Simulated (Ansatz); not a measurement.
The relaxed structure here is a generated cell of ScAu: the first start was made by a random draw of sites in a space group, and the end was not matched to a known phase here, so it may be hypothetical.

One stationary structure of ScAu. Space group P6/mmm (No. 191). Computed with PBEsol (plane waves to 420 eV, PAW, scalar-relativistic; Ansatz, a first-principles code).

```cif
data_Au2Sc2
_chemical_formula_sum 'Au2 Sc2'
_space_group_name_H-M_alt 'P6/mmm'
_space_group_IT_number 191
_space_group_name_Hall '-P 6 2'
_cell_length_a 4.87220
_cell_length_b 4.87220
_cell_length_c 5.13509
_cell_angle_alpha 90.000
_cell_angle_beta 90.000
_cell_angle_gamma 120.000
loop_
_atom_site_label
_atom_site_type_symbol
_atom_site_symmetry_multiplicity
_atom_site_Wyckoff_symbol
_atom_site_fract_x
_atom_site_fract_y
_atom_site_fract_z
_atom_site_occupancy
Au1 Au 1 a 0.00000 0.00000 0.00000 1
Au2 Au 1 b 0.00000 0.00000 0.50000 1
Sc1 Sc 2 d 0.33333 0.66667 0.50000 1
```

For ScAu, the volume per atom comes out as 26.39 Å³ and the band gap is no gap (metallic). The shortest distances is Au–Au 2.57 Å; Au–Sc 2.81 Å; Sc–Sc 2.81 Å and the k-mesh is 11×11×9.

No spin polarisation in the result.

The run could not lose the symmetry of its start: the end is stationary, and may be a saddle point rather than a minimum.

All atoms sit on sites fixed by symmetry, so only the cell could relax.
